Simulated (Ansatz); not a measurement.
ZrCu in space group Cm (No. 8; Pearson symbol mS16) under volume change, PBEsol in the plane-wave PAW code Ansatz, shape and atoms relaxed at each volume.

```csv
V (Å³/atom),E − E(relaxed) (meV/atom),P (GPa)
15.354,63.3,14.39
15.860,26.8,8.90
16.366,6.4,4.14
16.872,0.0,0.00
17.379,5.8,-3.57
17.885,22.1,-6.65
18.391,47.4,-9.29
```

Q: What does a third-order Birch–Murnaghan fit give for V₀, B₀ and B′?

A: V₀ = 16.87 Å³/atom, B₀ = 127 GPa, B′ = 3.8.

The workflow started from a Materials Project entry (that database holds measured and hypothetical structures alike); the Crystallography Open Database copy checked does not list it. Whether it is the stable phase at ambient conditions was not checked. Symmetry was held in the PBEsol relaxation; its stability against distortions is not shown here. No spin polarisation was allowed.

Potentials: the earlier of the program's two PAW sets. The files were generated under PBE; for other functionals the program regenerates the frozen cores, and for LDA and PBEsol the local potential too.
